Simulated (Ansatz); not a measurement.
VN in space group P4_2/mmc (No. 131; V on 2c, N on 2e) at seven volumes, the program Ansatz at the HSE06 level (PAW), shape and atoms relaxed at each. One row is withheld.

```
V (Å³/atom)  P (GPa)
-----------  -------
10.067         23.69
10.399         14.34
10.731          6.82
11.062          0.01
11.394             ?
11.726        -10.85
12.058        -15.11
```

Question: Fit the shown pressures and predict the withheld one.

Answer: Third-order Birch–Murnaghan: P = (3/2)B₀(x^(7/2) − x^(5/2))[1 + (3/4)(B′ − 4)(x − 1)] with x = (V₀/V)^(2/3). Least squares on the six rows gives V₀ = 11.061 Å³/atom, B₀ = 208.0 GPa, B′ = 3.97. At V = 11.394, x = 0.9804 and P = -5.82 GPa. The run itself gave -5.86 GPa.

The cell is a constructed one: a structure type filled with these elements; neither database checked (COD, Materials Project) lists it. It is not the phase usual at ambient conditions (space group No. 225). The HSE06 relaxation kept the symmetry of its start; whether a distortion lowers the energy is not shown. Spin order of the final state: ferromagnetic, the only order run, not a proven ground state. Other orbital occupations within this spin state were not tried. The hybrid run found no gap, on a coarse k-mesh.

Potentials: the later of the program's two PAW sets.
